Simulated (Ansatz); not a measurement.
The calculation used DFT PBE, scalar-relativistic, plane waves, PAW (Ansatz). All cells share a 420 eV cutoff and Γ-centred k meshes spaced at most about 0.3 Å⁻¹ (about 0.25 or finer for metals, 2π included). No spin polarisation in the final relaxations.

All energies are static (0 K, no zero-point motion).

Two relaxed structures of ScAl3P2:

A.

```cif
data_structure
_symmetry_space_group_name_H-M 'P4mm'
_symmetry_Int_Tables_number 99
_cell_length_a 4.9089
_cell_length_b 4.9089
_cell_length_c 4.9824
_cell_angle_alpha 90.000
_cell_angle_beta 90.000
_cell_angle_gamma 90.000
_cell_volume 120.07
loop_
_atom_site_label
_atom_site_type_symbol
_atom_site_symmetry_multiplicity
_atom_site_Wyckoff_symbol
_atom_site_fract_x
_atom_site_fract_y
_atom_site_fract_z
_atom_site_occupancy
Sc1 Sc 1 a 0.00000 0.00000 0.83749 1
Al1 Al 2 c 0.50000 0.00000 0.20167 1
Al2 Al 1 b 0.50000 0.50000 0.53857 1
P1 P 2 c 0.50000 0.00000 0.69467 1
```

B.

```cif
data_structure
_symmetry_space_group_name_H-M 'P-4m2'
_symmetry_Int_Tables_number 115
_cell_length_a 3.8666
_cell_length_b 3.8666
_cell_length_c 6.6557
_cell_angle_alpha 90.000
_cell_angle_beta 90.000
_cell_angle_gamma 90.000
_cell_volume 99.50
loop_
_atom_site_label
_atom_site_type_symbol
_atom_site_symmetry_multiplicity
_atom_site_Wyckoff_symbol
_atom_site_fract_x
_atom_site_fract_y
_atom_site_fract_z
_atom_site_occupancy
Sc1 Sc 1 b 0.50000 0.50000 0.00000 1
Al1 Al 1 a 0.00000 0.00000 0.00000 1
Al2 Al 2 g 0.50000 0.00000 0.66844 1
P1 P 2 g 0.50000 0.00000 0.30694 1
```

Task: Which is lower in energy, and by how much?

Result: B is lower, by 204 meV/atom. A has space group P4mm (No. 99), 20.0 Å³/atom and no gap on its mesh; B has space group P-4m2 (No. 115), 16.6 Å³/atom and no gap. Counting P atoms around Al and Sc (those within 1.25 times the shortest such distance or 1.15 times the sum of covalent radii, 1.27 where that leaves under three; the shortest distance is added where it exceeds 1.18 times the sum of covalent radii; a slash parts the counts of unlike sites), A has Sc 4, Al 2/4 and B has Sc 4, Al 4 from 2.8 Å/1+4. The denser one is the lower, and pressure would at first widen the difference. Both come from invented guesses.

Cells relaxed within their symmetry can be saddle points.
